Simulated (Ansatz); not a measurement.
Values for one crystal, relaxed and computed with the program Ansatz at the PBE level (PAW); other levels are named.

| Property | Value |
|---|---|
| Volume per atom | 13.28 Å³ |
| Band gap | 0.22 eV (indirect) |
| Conduction-band minimum | off the standard path, at k = (0.000, 0.232, 0.294) |
| Smallest direct gap on the standard path | 0.34 eV |
| Valence-band maximum | on the Γ–X line, 45 % of the way from Γ |
| Formation energy from the elements (no fitted shifts) | -0.63 eV/atom |

Question: Which compound is it?
(A) SiC, 6H polytype
(B) SiRu, P2_13 (Si on 4a, Ru on 4a)
(C) GeSe, Pnma (Ge on 4c, Se on 4c)
(D) La2S3O12, R-3c (La on 12c, S on 18e, O on 36f, O on 36f)

Answer: B, SiRu, P2_13 (Si on 4a, Ru on 4a)

Symmetry was held in the PBE relaxation. No spin polarisation was allowed. The references are the lowest solids computed at this level, not always the standard phases. Spin–orbit coupling is left out wherever it is not named.

Potentials: the earlier of the program's two PAW sets.
